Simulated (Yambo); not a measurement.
G0W0@PBEsol for K2LiScF6 (space group Fm-3m, No. 225) in Yambo. Reference settings: 2×2×2 Γ-centred k mesh, bands 3 to 216 and a 7 Ry block in the screening, 216 bands in G with the Bruneval-Gonze terminator, plasmon pole fitted at 27.2 eV. The PBEsol gap Γ → Γ on this mesh is 6.81 eV; G0W0 gaps are taken between the same points.

With and without the terminator, as bands are cut:

```json
[
 {"bands in G (in W)": "89 (216)", "gap, terminator (eV)": "12.111", "gap, none (eV)": "12.393", "valence shift, terminator (eV)": "-2.289", "valence shift, none (eV)": "-1.739"},
 {"bands in G (in W)": "142 (216)", "gap, terminator (eV)": "12.115", "gap, none (eV)": "12.343", "valence shift, terminator (eV)": "-2.295", "valence shift, none (eV)": "-1.952"},
 {"bands in G (in W)": "216 (216)", "gap, terminator (eV)": "12.111", "gap, none (eV)": "12.265", "valence shift, terminator (eV)": "-2.295", "valence shift, none (eV)": "-2.087"}
]
```

Over this range the gap spans 0.004 eV with the terminator and 0.128 eV without, the valence shift 0.006 eV and 0.348 eV. Neither column has reached its limit for certain.

Geometry of the Materials Project entry, not relaxed at this level; primitive cell a = b = c = 5.862 Å, α = β = γ = 60.00°.

The structure is a Materials Project entry; no match was found in the copy of COD used, and its stability was not checked.

A shift is the quasiparticle energy of the state minus its PBEsol energy.
